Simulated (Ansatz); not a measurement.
Relaxed-ion elastic tensor of AlGa$_{3}$N$_{4}$ in space group Pm (No. 6; Pearson symbol mP8) in GPa (Voigt order), PBEsol in the plane-wave PAW code Ansatz; density 5.44 g/cm³, 11.15 Å³ per atom.

```tsv
	1	2	3	4	5	6
1	382	95.4	95.5	0.0	0.0	0.0
2	95.4	353	130	0.0	0.8	0.0
3	95.5	130	351	0.0	-1.3	0.0
4	0.0	0.0	0.0	111	0.0	0.7
5	0.0	0.8	-1.3	0.0	94.1	0.0
6	0.0	0.0	0.0	0.7	0.0	94.4
```

Question: Is the crystal mechanically stable?

Answer: Yes: the smallest eigenvalue of C is 94.1 GPa.

Question: Work out the Voigt, Reuss and Hill averages.

Answer: K_V = 192, K_R = 192, K_H = 192; G_V = 111, G_R = 108, G_H = 109 GPa.

Question: Give Young's modulus, Poisson's ratio, Pugh's ratio and the universal anisotropy index.

Answer: E = 9KG/(3K + G) = 276 GPa; ν = 0.26; K/G = 1.75 (near the Pugh limit of 1.75, no verdict); A_U = 5G_V/G_R + K_V/K_R − 6 = 0.12.

Question: Estimate the sound speeds and the Debye temperature.

Answer: v_l = √((K + 4G/3)/ρ) = 7880 m/s, v_t = √(G/ρ) = 4490 m/s, mean 4990 m/s; Θ = (h/k)(3n/4πV)^(1/3) v_m = 665 K.

Question: How much does each axis shrink under pressure?

Answer: Linear compressibilities β_i = Σ_j S_ij (j = 1 to 3): x 1.8, y 1.7, z 1.7 per TPa.

The workflow started from a Materials Project entry (that database holds measured and hypothetical structures alike); the Crystallography Open Database copy checked does not list it. With Al and Ga taken as one species the cell has the higher symmetry P6_3mc, so it may be an ordered model of a mixed-site phase. Its standing as an ambient phase is unchecked. The cell was relaxed with PBEsol under the symmetry of its start; of distortions, only those at the zone centre were tested.

Potentials: the later of the program's two PAW sets.
